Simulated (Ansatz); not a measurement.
SnSe:
```yaml
crystal:
  lattice:
    - [4.15971, 0.00000, 0.00000]
    - [0.00000, 4.54550, 0.00000]
    - [0.00000, 0.00000, 32.00000]
  atoms:
    - { symbol: Sn, position: [0.00000, 0.98803, 0.45427] }
    - { symbol: Sn, position: [0.50000, 0.48803, 0.54573] }
    - { symbol: Se, position: [0.00000, 0.89770, 0.53755] }
    - { symbol: Se, position: [0.50000, 0.39770, 0.46245] }
```
The layer is periodic in x and y and isolated along z.

Relaxed with r²SCAN+D4. The program Ansatz at the r²SCAN+D4 level (PAW) gives a gap of 1.44 eV.

Question: What gap does HSE06 give on the same cell (Ansatz, PAW)?

Answer: 1.66 eV, 0.22 eV more. The hybrid was solved on a coarser mesh and at special points; its gap is the smallest among all of these.

```csv
k,v1 r²SCAN+D4,c1 r²SCAN+D4,v1 HSE06,c1 HSE06
Γ,-0.23,1.69,?,?
X,-0.77,1.73,?,?
S,-1.57,3.51,-1.70,3.86
Y,-0.34,1.98,?,?
```

Question: Top valence (v1) and lowest conduction level (c1) in eV from each method's valence maximum (which need not be a listed point): supply the withheld HSE06 values.

Answer: 
- Y, v1 HSE06: -0.36
- Y, c1 HSE06: 2.21
- X, v1 HSE06: -0.80
- X, c1 HSE06: 1.95
- Γ, v1 HSE06: -0.28
- Γ, c1 HSE06: 1.96

Cost on shared cores: the r²SCAN+D4 run (SCF on a 8×8×1 mesh, then bands and DOS) about 8 core-minutes (a rough figure), the HSE06 run (SCF on 6×6×1, then a few points) very roughly 60 core-minutes; the tasks are unlike.

Space group Pmn2_1 (puckered). A layer that has been made, often on a substrate. The r²SCAN+D4 relaxation kept the symmetry of its start; its stability against distortions is not shown here. Scalar-relativistic: spin–orbit coupling is off unless named, which matters more the heavier the elements.

Potentials: the later of the program's two PAW sets.
